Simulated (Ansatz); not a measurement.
## Piezoelectric tensor of Al₃GaAs₄

These are results of Ansatz 0.2.0, DFT PBE, scalar-relativistic, plane waves, PAW, not measurements. Settings: 420 eV plane-wave cutoff, Γ-centred 8×4×6 mesh, fixed occupations. No spin polarisation.

The cell, relaxed at this level:
```
Al Ga As
1.0
     4.05498    0.00000    0.00000
     0.00000    8.10891    0.00000
     0.00000    0.00000    5.73024
Al Ga As
3 1 4
Direct
  0.00000 0.00000 0.00033
  0.50000 0.24972 0.50001
  0.50000 0.75028 0.50001
  0.00000 0.50000 0.99987
  0.00000 0.75078 0.74912
  0.50000 0.00000 0.24987
  0.00000 0.24922 0.74912
  0.50000 0.50000 0.25168
```

The structure comes from a generated guess, relaxed at this level; another structure or a mixture of phases may lie lower.

Task: Give the relaxed-ion proper piezoelectric stress tensor e_iJ (C/m², Voigt columns xx yy zz yz xz xy).

Result:
```
x    0.000  0.000  0.000  0.000 -0.163  0.000
y    0.000  0.000  0.000  0.159  0.000  0.000
z   -0.153  0.158 -0.004  0.000  0.000  0.000
```
Signs follow the orientation of the cell as given.

Task: With the elastic constants (GPa, Voigt order)
C11 = 126.4, C12 = 23.6, C13 = 47.1, C22 = 126.2, C23 = 47.1, C33 = 102.6, C44 = 51.1, C55 = 51.1, C66 = 27.8 GPa; the others vanish.
find the strain coefficients d = e·C⁻¹ (pC/N).

Result:
```
x    0.00  0.00  0.00  0.00 -3.19  0.00
y    0.00  0.00  0.00  3.10  0.00  0.00
z   -1.47  1.56 -0.08  0.00  0.00  0.00
```
